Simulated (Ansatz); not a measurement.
Ansatz input file:

```yaml
crystal:
  lattice:
    - [-3.0349253717, 3.0349253717, 3.0349253717]
    - [3.0349253717, -3.0349253717, 3.0349253717]
    - [3.0349253717, 3.0349253717, -3.0349253717]
  atoms:
    - { symbol: Cs, position: [0.0, 0.0, 0.0] }
basis:
  ecutwfc: 420
kpoints:
  mp_grid: { grid: [10, 10, 10] }
hamiltonian:
  xc: pbesol
scf:
  occupations: { method: gaussian, width: 0.1 }
output:
  forces: true
  stress: true
  eigenvalues: true
```

Command:
```bash
ansatz run input.yaml --threads 1 --pin off --max-ram 2560MiB --backend cpu --events-out ev --progress --plain --runs-dir out
```

Method: DFT PBEsol, scalar-relativistic, plane waves, PAW in Ansatz.

Part of what the program printed, abridged:

```
Pseudopotentials: kind: paw
Pseudopotential: Cs, paw, valence charge 9, recommended cutoff 420 eV (normal)
Functional definition: PBEsol
Crystal: 1 atom, lattice volume = 111.816 Å³
Basis set: ecut = 420 eV, 2171 PW (Γ), exchange–correlation on 72×72×72 points (8 copies of the dense FFT grid, shifted against one another)
Bands: 9, of which v1, the nominal top of the filled ones, is band 5 counted from 1 (4 counted from 0)
Symmetry: 48 space group operations
Space group: Im-3m (ITA 229), of the structure as read, at distance tolerance 4.8e-5 Å
k-points: 47 of 1000
Initial density: superposition of atomic densities (neutral atoms: chi_scale 0, normalization atom), corrected by the library's trained network
Initial wavefunctions: pseudopotential atomic-orbital guess
Functional: x = pbesol(κ = 0.804, μ = 0.12345679), c = pbesol(β = 0.046)
SCF iter   1: F=—  HF=-5585.794088 eV  |F-HF|=—  |Δ(HF+E_count)|=         —  Δρ=4.95e-4  dr2=2.64e-4  ethr=1.77e-3  ⟨swp⟩=6.0  Hψ=3476  notcnv=0
SCF iter   2: F=—  HF=-5585.794442 eV  |F-HF|=—  |Δ(HF+E_count)|=   3.54e-4  Δρ=2.97e-4  dr2=1.13e-4  ethr=2.93e-6  ⟨swp⟩=2.2  Hψ=1027  notcnv=0
SCF iter   3: F=—  HF=-5585.794495 eV  |F-HF|=—  |Δ(HF+E_count)|=   5.35e-5  Δρ=7.17e-5  dr2=7.57e-6  ethr=1.25e-6  ⟨swp⟩=2.0  Hψ=627  notcnv=0
SCF iter   4: F=—  HF=-5585.794495 eV  |F-HF|=—  |Δ(HF+E_count)|=   2.34e-8  Δρ=3.03e-5  dr2=2.64e-6  ethr=8.41e-8  ⟨swp⟩=1.6  Hψ=503  notcnv=0
SCF iter   5: F=—  HF=-5585.794495 eV  |F-HF|=—  |Δ(HF+E_count)|=   6.66e-8  Δρ=1.23e-5  dr2=1.60e-7  ethr=2.94e-8  ⟨swp⟩=2.0  Hψ=617  notcnv=0
SCF iter   6: F=-5585.794496 eV  HF=-5585.794496 eV  |F-HF|=1.92e-9  |Δ(HF+E_count)|=   6.56e-8  Δρ=1.37e-6  dr2=1.37e-9  ethr=1.11e-9  ⟨swp⟩=5.5  Hψ=2180  notcnv=0
SCF 1 converged in 6 iterations: F = -5585.794496 eV  dr2 = 1.37e-9
SCF converged after 6 iterations
Free energy (F): -5585.794496 eV
Harris-Foulkes:  -5585.794496 eV  (|F-HF|=1.92e-9)
Internal energy: -5585.785160 eV  (E = F + TS)
E sigma→0 (E₀):  -5585.789828 eV
Entropy (-TS):   -0.009335 eV (-9.335 meV/atom)
Fermi energy:    2.270756 eV
--- Per-component energies (eV) ---
  E_band       = -91.497825
  E_kinetic    = 140.912604
  E_local      = -389.641107  (includes V_loc(G=0)·N_el)
  E_nonlocal   = 31.284322
  E_hartree    = 136.006682
  E_xc         = -171.261845
  E_vxc        = -124.219804  (∫ρ·V_xc dr)
  E_paw        = -4983.575792  (= ΣΔE_a)
  E_vpaw       = -21.846755  (= ΣTr[D̂ρ^β])
  E_aug_tail   = -0.000001  (compensation charges beyond the density's cutoff)
  E_ewald      = -349.654182
  E_core_change = 0.144160  (= ΣΔE_core)
  E_smearing   = -0.009335  (= −TS)
--- Forces (eV/Å), atoms counted from 1 ---
  atom   1  Cs     0.00000000     0.00000000     0.00000000
--- Stress (GPa, compression-positive) ---
       -0.055545       0.000000       0.000000
        0.000000      -0.055545       0.000000
        0.000000       0.000000      -0.055545
  P = ⅓ Tr σ = -0.0555 GPa (-0.555 kbar)
--- Band table (eV; the first three rows and the last of 47) ---
  k-point 0: bands = ["-21.5679", "-8.2788", "-8.2788", "-8.2788", "0.5539", "4.7823", "4.7823", "4.7823", "5.6759"]
  k-point 1: bands = ["-21.5672", "-8.2939", "-8.2837", "-8.2788", "0.6677", "4.6584", "4.6690", "4.8953", "5.4945"]
  k-point 2: bands = ["-21.5653", "-8.3329", "-8.2963", "-8.2789", "0.9922", "4.2561", "4.3954", "5.2294", "5.4553"]
  k-point 46: bands = ["-21.5542", "-8.3870", "-8.3870", "-8.3870", "2.9027", "2.9027", "5.3190", "5.3190", "5.3190"]
```

The run converged.

Time: 2.8 s on 1 thread of Arm Neoverse V1 (shared host), peak memory 0.35 GiB.